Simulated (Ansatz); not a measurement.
**Notes on Ga$_{2}$SnTe$_{4}$**

```yaml
crystal:
  lattice:
    - [4.13175, 0.00000, 0.00000]
    - [-2.06587, 3.57820, 0.00000]
    - [-2.06587, 1.19273, 13.32512]
  atoms:
    - { symbol: Ga, position: [0.43200, 0.56800, 0.29600] }
    - { symbol: Ga, position: [0.56800, 0.43200, 0.70400] }
    - { symbol: Te, position: [0.14600, 0.85400, 0.43800] }
    - { symbol: Te, position: [0.85400, 0.14600, 0.56200] }
    - { symbol: Sn, position: [0.00000, 0.00000, 0.00000] }
    - { symbol: Te, position: [0.28400, 0.71600, 0.85200] }
    - { symbol: Te, position: [0.71600, 0.28400, 0.14800] }
```

Method: PBEsol, no spin polarisation; PAW, plane waves to 420 eV, 8×8×8 Γ-centred mesh, fermi-dirac occupations (width 0.1 eV) (Ansatz 0.2.0), atoms fixed.

**Question.** Metal or insulator?

**Answer.** It is a metal, with about 5.3 states/eV a cell as the mean within 0.25 eV of the Fermi level, mostly Te p (61 %) and Ga p (18 %).

**Question.** Is it stable against the elements?

**Answer.** 0.01 eV an atom against the elements' usual phases (free molecules for gases, crystals otherwise, with no correction for O₂ or N₂), too near zero to call. Relaxing would lower it.

**Question.** Describe some of the short contacts.

**Answer.** Te–Te at 2.90 Å: least valence density 0.36 e/Å³ and ELF 0.53 there. Ga–Te at 3.04 Å: least valence density 0.21 e/Å³ and ELF 0.45 there. Sn–Te at 3.10 Å: least valence density 0.24 e/Å³ and ELF 0.46 there. These are pseudo-fields; inside the PAW spheres they differ from the all-electron ones.

**Question.** Where is the largest force?

**Answer.** The largest is on Te3 (and as large on other atoms): 2.82 eV/Å, components (0.00, 0.00, -2.82). It makes 125° with the line to a nearest neighbour, Te4 at 2.90 Å.

Origin: a known structure type with other elements, at an estimated volume, so it need not be a known compound. Caveats: atoms or cell far from equilibrium.
